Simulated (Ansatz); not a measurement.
How much do the gradients of FeSi depend on the method?

Cell: an entry of the Crystallography Open Database (COD), ions relaxed with PBE at fixed cell.

Space group P2_13 (No. 198); a = 4.4670 Å.

| site | Wyckoff | site symmetry | x | y | z |
| --- | --- | --- | --- | --- | --- |
| Fe | 4a | .3. | 0.1355 | 0.1355 | 0.1355 |
| Si | 4a | .3. | 0.8407 | 0.8407 | 0.8407 |

One atom of each set is listed.

First run. The numbers come from a DFT calculation in Ansatz (PBE, plane waves and PAW, scalar-relativistic, collinear spin, 420 eV cutoff, Γ-centred 10×10×10 k-points, Fermi–Dirac smearing 0.05 eV). Start moments as typed (μB): 3 on each Fe, none on the rest.

```json
{"site": "Fe", "V_zz (10²¹ V/m²)": "5.30", "η": "0.00"}
{"site": "Si", "V_zz (10²¹ V/m²)": "-3.25", "η": "0.00"}
```

Second run. The same atoms and settings, except that the functional is LDA.

Task: What does the second run give?

Result: 

```csv
site,V_zz,η,change of V_zz
Fe,4.99,0.00,-0.31
Si,-3.36,0.00,-0.11
```

The largest change of V_zz is on Fe, from 5.30 to 4.99. In per cent, |V_zz| changes by -6 on Fe, +3 on Si (all sites that start above 0.5).

The start moments die out, and the run ends without spin.
For the first run: With a gap of 0.17 eV under a smearing of 0.05 eV the band edges are partly filled, so small gradients can hang on the smearing and the k-mesh. With these PAW files V_zz is typically within 2 to 3 % of all-electron values, but misses above 10 % occur on Fe.
For the second run: At this cell the LDA pressure is -15 GPa, so with LDA the cell would shrink if it were relaxed. With a gap of 0.13 eV under a smearing of 0.05 eV the band edges are partly filled, so small gradients can hang on the smearing and the k-mesh.
